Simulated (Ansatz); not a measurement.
Space group Cmce (No. 64). a = 7.515 Å, b = 4.385 Å, c = 9.639 Å, α = 90.00°, β = 90.00°, γ = 90.00°
```
atom site symmetry x y z
   I    8f m..  0.5000  0.6731  0.8772
```

Equation of state of this I structure (not necessarily the ground state), with shape and atoms relaxed at each volume where symmetry leaves them free. These are results of Ansatz, DFT PBEsol, scalar-relativistic, plane waves, PAW, not measurements.

Settings: cutoff 420 eV, Γ-centred mesh 8×8×4 on the computed 4-atom cell, Gaussian smearing of 0.02 eV; no spin polarisation.

| V (Å³/atom) | E − E(largest V) (meV/atom) | P (GPa) | gap on mesh (eV) |
| --- | --- | --- | --- |
| 37.321 | 1.60 | 0.71 | 0.71 |
| 38.512 | -2.06 | 0.30 | 0.75 |
| 39.703 | -3.08 | 0.00 | 0.79 |
| 40.894 | -2.18 | -0.23 | 0.82 |
| 42.085 | 0.00 | -0.36 | 0.84 |

Fit a third-order Birch–Murnaghan equation to E(V).

V0 = 39.67 Å³/atom, B0 = 9 GPa, B0' = 10.8. B0' is unusual or poorly fixed by this range.

Spin-orbit coupling is left out, which matters for the bands of heavy elements. The cell holds layers, and where no dispersion correction was added their binding is poorly described.

Cost: 5 runs of about 13 core-minutes in all, on Arm Neoverse V1 (shared hosts).